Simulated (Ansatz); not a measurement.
Li$_{3}$In$_{2}$ in space group R-3m (No. 166; Li on 6c, Li on 3a, In on 6c), PBE (plane waves, PAW; program Ansatz), all energies at zero smearing, with the estimated change up to a 700 eV cutoff added, with one set of potentials and settings (totals compare only within such a set). Cell of 5 atoms (3 Li, 2 In): -11811.304 eV.

```csv
element,reference phase,E (eV/atom)
Li,"Fm-3m, 1 atoms in the cell",-204.6902
In,"I4/mmm, 1 atoms in the cell",-5597.8481
```

Formation energy per atom, worked out: (-11811.304 − 3×(-204.6902) − 2×(-5597.8481))/5 = -0.307 eV/atom (-30 kJ per mol of atoms), at 0 K, without zero-point energy or fitted corrections.

The workflow started from a Materials Project entry (that database holds measured and hypothetical structures alike); the Crystallography Open Database files this formula in space group No. 166, but the cells were not matched. Whether it is the stable phase at ambient conditions was not checked. The cell was relaxed with PBE under the symmetry of its start; of distortions, only those at the zone centre were tested. The references are the lowest solids computed at this level, not always the standard phases.

Potentials: the later of the program's two PAW sets.
